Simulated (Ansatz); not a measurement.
This cell of MgSe (rock salt) is off equilibrium:

```xyz
2
Lattice="0.0000 2.6975 2.5896 2.6975 0.0000 2.5896 2.6975 2.6975 0.0000" Properties=species:S:1:pos:R:3 pbc="T T T"
Se     0.0000     0.0000     0.0000
Mg     2.6975     2.6975     2.5896
```

Level of theory: r2SCAN (plane waves to 500 eV, PAW, scalar-relativistic; Ansatz, an electronic-structure program). k mesh 10×10×10 (Γ-centred), Fermi-Dirac smearing 0.05 eV. E stands for the smeared free energy. Stress and pressure are positive under compression. MgSe was relaxed with its symmetry unable to fall.

### Question
What is the stress tensor (GPa)?

### Answer
```
    4.9      0.0      0.0
    0.0      4.9      0.0
    0.0      0.0     10.7
```
The pressure, a third of the trace, is 6.8 GPa.

### Question
It is the relaxed cell deformed to V/V₀ = 0.920, (c/a)/(c/a)₀ = 0.960, c along z, fractional positions held. What is its energy relative to the relaxed cell?

### Answer
40.3 meV/atom.

(Under strain, the slope of the energy per volume gives the stress and its curvature an elastic modulus.)
